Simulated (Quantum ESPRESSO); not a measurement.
HfTi2ZrO8, finding a planted mistake in a log

A calculation, not a measurement. The program is pw.x of Quantum ESPRESSO 7.5 (plane-wave density functional theory). The cell is made up: 12 atoms on a fluorite lattice, with randomly drawn elements, strain and displacements, not relaxed. PseudoDojo standard norm-conserving files (v0.5 for PBE, v0.4.1 for LDA and PBEsol) set the functional; there is no spin polarisation, spin-orbit coupling or dispersion term, and the masses in the input are unused placeholders.

The hafnium pseudopotential is less sure than the others, with forces about 3 percent (worst 6) and pressure in oxides about 1.5 GPa (worst 2.7) from a second method in checks, which no rerun with the same files tests.

Intended input:

```
&control calculation='scf', pseudo_dir='./dojo.nc.sr.pbe.v0_5.standard.upf', outdir='./o', disk_io='low', tprnfor=.true., tstress=.true. /
&system ibrav=0, nat=12, ntyp=4, nbnd=54, ecutwfc=84.00895049, nosym=.true., tot_charge=0,
 occupations='smearing', smearing='fd', degauss=0.0018374661
/
&electrons conv_thr=7.350e-09, electron_maxstep=60, /
ATOMIC_SPECIES
Hf 1.0 Hf.upf
O 1.0 O.upf
Ti 1.0 Ti.upf
Zr 1.0 Zr.upf
CELL_PARAMETERS angstrom
5.1022 -0.0037 0.0289
-0.0037 4.9967 0.0381
0.0289 0.0381 4.9521
ATOMIC_POSITIONS angstrom
Hf -0.0035 -0.0537 0.0232
Ti 0.0183 2.5225 2.4899
Ti 2.5638 0.0433 2.486
Zr 2.5602 2.4658 0.0037
O 1.2439 1.2625 1.2344
O 1.2989 1.292 3.7421
O 1.3152 3.7389 1.3114
O 1.2864 3.773 3.7322
O 3.8019 1.2658 1.2803
O 3.8194 1.3051 3.7176
O 3.8259 3.7505 1.3004
O 3.8624 3.7765 3.7886
K_POINTS automatic
4 5 5 1 1 1
```

The log is shortened where brackets say so; the opening notice, blank lines, dates and the lines on written files are dropped, and the path of the files is cut. It prints rydbergs, bohrs and kilobars, and counts compression as positive stress. Where no state is partly filled, the Fermi energy that it prints is only some level between the filled and the empty states on the mesh, and need not lie in the true gap.

Log of the intended run:

```
     Program PWSCF v.7.5
     Parallel version (MPI & OpenMP), running on       4 processor cores
     Number of MPI processes:                 4
     Threads/MPI process:                     1
     [start-up lines left out]
     bravais-lattice index     =            0
     lattice parameter (alat)  =       9.6419  a.u.
     unit-cell volume          =     851.8962 (a.u.)^3
     number of atoms/cell      =           12
     number of atomic types    =            4
     number of electrons       =        96.00
     number of Kohn-Sham states=           54
     kinetic-energy cutoff     =      84.0090  Ry
     charge density cutoff     =     336.0358  Ry
     scf convergence threshold =      7.3E-09
     mixing beta               =       0.7000
     number of iterations used =            8  plain     mixing
     Exchange-correlation= PBE
                           (   1   4   3   4   0   0   0)
     [axes and pseudopotential details left out]
   Cartesian axes
     site n.     atom                  positions (alat units)
         1        Hf     tau(   1) = (  -0.0006860  -0.0105247   0.0045470  )
         2        Ti     tau(   2) = (   0.0035866   0.4943865   0.4879972  )
         3        Ti     tau(   3) = (   0.5024809   0.0084864   0.4872329  )
         4        Zr     tau(   4) = (   0.5017754   0.4832738   0.0007252  )
         5        O      tau(   5) = (   0.2437928   0.2474382   0.2419309  )
         6        O      tau(   6) = (   0.2545723   0.2532200   0.7334168  )
         7        O      tau(   7) = (   0.2577670   0.7327896   0.2570222  )
         8        O      tau(   8) = (   0.2521224   0.7394729   0.7314765  )
         9        O      tau(   9) = (   0.7451370   0.2480850   0.2509269  )
        10        O      tau(  10) = (   0.7485668   0.2557874   0.7286150  )
        11        O      tau(  11) = (   0.7498408   0.7350631   0.2548663  )
        12        O      tau(  12) = (   0.7569944   0.7401588   0.7425303  )
     number of k points=    50  Fermi-Dirac smearing, width (Ry)=  0.0018
                       cart. coord. in units 2pi/alat
        k(    1) = (   0.1245005   0.1014311   0.1015258), wk =   0.0400000
        k(    2) = (   0.1233321   0.0998588   0.3076101), wk =   0.0400000
     [further k points left out]
     Dense  grid:    88601 G-vectors     FFT dimensions: (  60,  60,  60)
     Estimated max dynamical RAM per process >     271.00 MB
     Estimated total dynamical RAM >    1019.13 MB
     Initial potential from superposition of free atoms
     starting charge      95.9926, renormalised to      96.0000
     Starting wfcs are   72 randomized atomic wfcs
     total cpu time spent up to now is        8.0 secs
     per-process dynamical memory:   213.9 Mb
     Self-consistent Calculation
     iteration #  1     ecut=    84.01 Ry     beta= 0.70
     Davidson diagonalization with overlap
     ethr =  1.00E-02,  avg # of iterations =  2.0
     total cpu time spent up to now is       16.4 secs
     total energy              =    -714.49672366 Ry
     estimated scf accuracy    <       5.58576583 Ry
     iteration #  2     ecut=    84.01 Ry     beta= 0.70
     Davidson diagonalization with overlap
     ethr =  5.82E-03,  avg # of iterations =  8.5
     total cpu time spent up to now is       31.5 secs
     total energy              =    -706.72207117 Ry
     estimated scf accuracy    <      83.93682422 Ry
     [iterations 3 to 25 left out]
     iteration # 26     ecut=    84.01 Ry     beta= 0.70
     Davidson diagonalization with overlap
     ethr =  3.61E-11,  avg # of iterations =  1.4
     total cpu time spent up to now is      266.1 secs
     total energy              =    -717.46872338 Ry
     estimated scf accuracy    <       0.00000001 Ry
     iteration # 27     ecut=    84.01 Ry     beta= 0.70
     Davidson diagonalization with overlap
     ethr =  1.32E-11,  avg # of iterations =  5.1
     total cpu time spent up to now is      275.6 secs
     End of self-consistent calculation
     [lines on levels left out]
     the Fermi energy is    11.9625 ev
!    total energy              =    -717.46872338 Ry
     estimated scf accuracy    <          9.3E-11 Ry
     smearing contrib. (-TS)   =      -0.00000000 Ry
     internal energy E=F+TS    =    -717.46872338 Ry
     The total energy is F=E-TS. E is the sum of the following terms:
     one-electron contribution =    -148.70756458 Ry
     hartree contribution      =     129.99450250 Ry
     xc contribution           =    -150.46230536 Ry
     ewald contribution        =    -548.29335595 Ry
     convergence has been achieved in  27 iterations
     Forces acting on atoms (cartesian axes, Ry/au):
     atom    1 type  1   force =     0.00530756    0.01371668   -0.00575043
     atom    2 type  3   force =     0.00580336    0.00279131    0.00260536
     atom    3 type  3   force =    -0.00261039    0.00341467   -0.00113313
     atom    4 type  4   force =    -0.00913597    0.01283544    0.00782382
     atom    5 type  2   force =    -0.00796862   -0.01432629    0.05057947
     atom    6 type  2   force =    -0.00986768   -0.01421948   -0.04805594
     atom    7 type  2   force =    -0.01926202    0.01484449    0.01501405
     atom    8 type  2   force =    -0.00471086    0.00998598   -0.01790032
     atom    9 type  2   force =     0.00526059   -0.02029350    0.02481851
     atom   10 type  2   force =     0.02271830   -0.02568712   -0.02682194
     atom   11 type  2   force =     0.01313073    0.00190543    0.04132190
     atom   12 type  2   force =     0.00133501    0.01503240   -0.04250135
     Total force =     0.119124     Total SCF correction =     0.000027
     Computing stress (Cartesian axis) and pressure
          total   stress  (Ry/bohr**3)                   (kbar)     P=      -47.74
  -0.00082714   0.00005993  -0.00004486         -121.68        8.82       -6.60
   0.00005993  -0.00019362  -0.00000362            8.82      -28.48       -0.53
  -0.00004486  -0.00000362   0.00004719           -6.60       -0.53        6.94
     init_run     :      5.26s CPU      5.55s WALL (       1 calls)
     electrons    :    266.15s CPU    267.57s WALL (       1 calls)
     forces       :      1.75s CPU      1.78s WALL (       1 calls)
     stress       :      6.06s CPU      6.30s WALL (       1 calls)
     [timing details left out]
     PWSCF        :   4m41.75s CPU   4m43.78s WALL
     JOB DONE.
```

A second run was made from an input with one planted mistake. Its log:

```
     Program PWSCF v.7.5
     Parallel version (MPI & OpenMP), running on       4 processor cores
     Number of MPI processes:                 4
     Threads/MPI process:                     1
     [start-up lines left out]
     bravais-lattice index     =            0
     lattice parameter (alat)  =       9.6419  a.u.
     unit-cell volume          =     851.8962 (a.u.)^3
     number of atoms/cell      =           12
     number of atomic types    =            4
     number of electrons       =        96.00
     number of Kohn-Sham states=           54
     kinetic-energy cutoff     =      52.1105  Ry
     charge density cutoff     =     208.4422  Ry
     scf convergence threshold =      7.3E-09
     mixing beta               =       0.7000
     number of iterations used =            8  plain     mixing
     Exchange-correlation= PBE
                           (   1   4   3   4   0   0   0)
     [axes and pseudopotential details left out]
   Cartesian axes
     site n.     atom                  positions (alat units)
         1        Hf     tau(   1) = (  -0.0006860  -0.0105247   0.0045470  )
         2        Ti     tau(   2) = (   0.0035866   0.4943865   0.4879972  )
         3        Ti     tau(   3) = (   0.5024809   0.0084864   0.4872329  )
         4        Zr     tau(   4) = (   0.5017754   0.4832738   0.0007252  )
         5        O      tau(   5) = (   0.2437928   0.2474382   0.2419309  )
         6        O      tau(   6) = (   0.2545723   0.2532200   0.7334168  )
         7        O      tau(   7) = (   0.2577670   0.7327896   0.2570222  )
         8        O      tau(   8) = (   0.2521224   0.7394729   0.7314765  )
         9        O      tau(   9) = (   0.7451370   0.2480850   0.2509269  )
        10        O      tau(  10) = (   0.7485668   0.2557874   0.7286150  )
        11        O      tau(  11) = (   0.7498408   0.7350631   0.2548663  )
        12        O      tau(  12) = (   0.7569944   0.7401588   0.7425303  )
     number of k points=    50  Fermi-Dirac smearing, width (Ry)=  0.0018
                       cart. coord. in units 2pi/alat
        k(    1) = (   0.1245005   0.1014311   0.1015258), wk =   0.0400000
        k(    2) = (   0.1233321   0.0998588   0.3076101), wk =   0.0400000
     [further k points left out]
     Dense  grid:    43293 G-vectors     FFT dimensions: (  45,  45,  45)
     Estimated max dynamical RAM per process >     136.00 MB
     Estimated total dynamical RAM >     512.29 MB
     Check: negative core charge=   -0.000124
     Initial potential from superposition of free atoms
     starting charge      95.9926, renormalised to      96.0000
     Starting wfcs are   72 randomized atomic wfcs
     total cpu time spent up to now is        2.9 secs
     per-process dynamical memory:   108.7 Mb
     Self-consistent Calculation
     iteration #  1     ecut=    52.11 Ry     beta= 0.70
     Davidson diagonalization with overlap
     ethr =  1.00E-02,  avg # of iterations =  2.0
     total cpu time spent up to now is        7.1 secs
     total energy              =    -714.36004696 Ry
     estimated scf accuracy    <       5.31396708 Ry
     iteration #  2     ecut=    52.11 Ry     beta= 0.70
     Davidson diagonalization with overlap
     ethr =  5.54E-03,  avg # of iterations =  8.5
     total cpu time spent up to now is       15.1 secs
     total energy              =    -706.76241828 Ry
     estimated scf accuracy    <      78.80728891 Ry
     [iterations 3 to 23 left out]
     iteration # 24     ecut=    52.11 Ry     beta= 0.70
     Davidson diagonalization with overlap
     ethr =  1.10E-10,  avg # of iterations =  1.4
     total cpu time spent up to now is      132.0 secs
     total energy              =    -717.14795717 Ry
     estimated scf accuracy    <       0.00000002 Ry
     iteration # 25     ecut=    52.11 Ry     beta= 0.70
     Davidson diagonalization with overlap
     ethr =  1.77E-11,  avg # of iterations =  4.9
     total cpu time spent up to now is      137.9 secs
     End of self-consistent calculation
     [lines on levels left out]
     the Fermi energy is    12.0541 ev
!    total energy              =    -717.14795718 Ry
     estimated scf accuracy    <          9.3E-10 Ry
     smearing contrib. (-TS)   =      -0.00000000 Ry
     internal energy E=F+TS    =    -717.14795718 Ry
     The total energy is F=E-TS. E is the sum of the following terms:
     one-electron contribution =    -147.98917556 Ry
     hartree contribution      =     129.46079141 Ry
     xc contribution           =    -150.32621707 Ry
     ewald contribution        =    -548.29335595 Ry
     convergence has been achieved in  25 iterations
     Forces acting on atoms (cartesian axes, Ry/au):
     atom    1 type  1   force =     0.00531188    0.01331491   -0.00574929
     atom    2 type  3   force =     0.00756790    0.00354353    0.00227904
     atom    3 type  3   force =    -0.00211123    0.00567504   -0.00242607
     atom    4 type  4   force =    -0.00891152    0.01246644    0.00738054
     atom    5 type  2   force =    -0.00851894   -0.01335977    0.05470578
     atom    6 type  2   force =    -0.01023312   -0.01478045   -0.05196979
     atom    7 type  2   force =    -0.02212621    0.01405409    0.01835314
     atom    8 type  2   force =    -0.00363776    0.01088742   -0.02100702
     atom    9 type  2   force =     0.00248288   -0.02311696    0.02819716
     atom   10 type  2   force =     0.02468245   -0.02518056   -0.03002221
     atom   11 type  2   force =     0.01485067    0.00222371    0.04532937
     atom   12 type  2   force =     0.00064299    0.01427261   -0.04507066
     Total force =     0.128477     Total SCF correction =     0.000072
     Computing stress (Cartesian axis) and pressure
          total   stress  (Ry/bohr**3)                   (kbar)     P=     -351.80
  -0.00288882   0.00005833  -0.00004497         -424.96        8.58       -6.62
   0.00005833  -0.00226331  -0.00000752            8.58     -332.94       -1.11
  -0.00004497  -0.00000752  -0.00202224           -6.62       -1.11     -297.48
     init_run     :      2.64s CPU      2.77s WALL (       1 calls)
     electrons    :    134.21s CPU    135.07s WALL (       1 calls)
     forces       :      0.97s CPU      0.99s WALL (       1 calls)
     stress       :      3.42s CPU      3.42s WALL (       1 calls)
     [timing details left out]
     PWSCF        :   2m21.39s CPU   2m22.46s WALL
     JOB DONE.
```

Question: what was wrong in the second input?

Answer: the plane-wave cutoff is too low. The input lines that differ, file-writing options aside:

```
- &system ibrav=0, nat=12, ntyp=4, nbnd=54, ecutwfc=84.00895049, nosym=.true., tot_charge=0,
+ &system ibrav=0, nat=12, ntyp=4, nbnd=54, ecutwfc=52.11053885, nosym=.true., tot_charge=0,
```

|  | intended run | run with the mistake |
| --- | --- | --- |
| free energy (eV) | -9761.659 | -9757.295 |
| smearing term -TS (eV) | 0.0000 | 0.0000 |
| pressure (GPa) | -4.77 | -35.18 |
| largest force component (eV/Å) | 1.300 | 1.407 |
| largest change of a force component (eV/Å) |  | 0.106 |
| iterations | 27 | 25 |

For scale, a rerun of the intended cell at a cutoff of 1467 eV and k mesh 6 x 7 x 7 moved values by no more than 0.002 eV in energy, 0.06 GPa in stress and 0.002 eV/Å in force.